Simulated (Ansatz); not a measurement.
Mg₂O:
```yaml
crystal:
  lattice:
    - [1.51670, 0.87567, 4.97339]
    - [-1.51670, 0.87567, 4.97339]
    - [0.00000, -1.75134, 4.97339]
  atoms:
    - { symbol: Mg, position: [0.74980, 0.74980, 0.74980] }
    - { symbol: Mg, position: [0.25020, 0.25020, 0.25020] }
    - { symbol: O, position: [0.00000, 0.00000, 0.00000] }
```

Relaxed with PBE+D3(BJ) (plane waves, PAW; program Ansatz). Indices refer to the conventional cell of R-3m, a = b = 3.033 Å, c = 14.920 Å, α = β = 90.00°, γ = 120.00°.

Q: Simulate the powder diffraction pattern (Ag Kα, λ = 0.560885 Å; lines above 1 %) up to 2θ = 30°.

A: Simulated powder pattern, Ag Kα, λ = 0.560885 Å (kinematic, ideal powder, no thermal factors, no anomalous dispersion; the 30 strongest lines at most, above 1 %, up to 2θ = 30°):

```csv
2θ (°),d (Å),I/Imax (%),hkl
6.47,4.973,21,(0003)
12.45,2.587,10,(1 0 -1 1)
12.95,2.487,13,(0006)
13.00,2.478,40,(0 1 -1 2)
15.01,2.148,100,(1 0 -1 4)
16.35,1.972,3.9,(0 1 -1 5)
19.51,1.655,2.2,(1 0 -1 7)
21.25,1.521,33,(0 1 -1 8)
21.31,1.517,33,(1 1 -2 0)
22.29,1.451,2.4,(1 1 -2 3)
24.97,1.297,6.9,(1 0 -1 10)
25.02,1.295,14,(1 1 -2 6)
25.04,1.294,6.8,(2 0 -2 2)
26.07,1.243,5.3,(0 0 0 12)
26.17,1.239,16,(0 2 -2 4)
```

The start of the workflow was typed in or built on a structure type; neither database checked (COD, Materials Project) lists it. Its standing as an ambient phase is unchecked. Symmetry was held in the PBE+D3(BJ) relaxation; whether a distortion lowers the energy is not shown. The volume moved by -17 % from the start of the relaxation.

Potentials: the earlier of the program's two PAW sets.
